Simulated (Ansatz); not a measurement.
Relaxed C (diamond):

```yaml
crystal:
  lattice:
    - [0.00000, 1.78014, 1.78014]
    - [1.78014, 0.00000, 1.78014]
    - [1.78014, 1.78014, 0.00000]
  atoms:
    - { symbol: C, position: [0.00000, 0.00000, 0.00000] }
    - { symbol: C, position: [0.25000, 0.25000, 0.25000] }
```

Level of theory: r2SCAN (plane waves to 500 eV, PAW, scalar-relativistic; Ansatz, a program for electronic structure). k mesh 13×13×13 (Γ-centred), Fermi-Dirac smearing 0.05 eV. As the smearing reaches across the gap at some points, energies and forces of such displacements shift with the k mesh and the smearing. C was relaxed with its symmetry unable to fall.

One atom of the cell was then moved (with its periodic images), all else fixed, and the forces (eV/Å) came out as:

```tsv
atom	Fx	Fy	Fz
C1	8.369	0.000	0.000
C2	-8.369	0.000	0.000
```

With two atoms only their relative shift counts; take C1 as fixed.

Q: Which atom was moved, and by which vector (Å)?

A: C2, by (0.26, 0.00, 0.00), 0.26 Å in all.

(A displaced cell: forces are minus the slopes of the energy, force constants its curvatures, and phonons follow from these.)
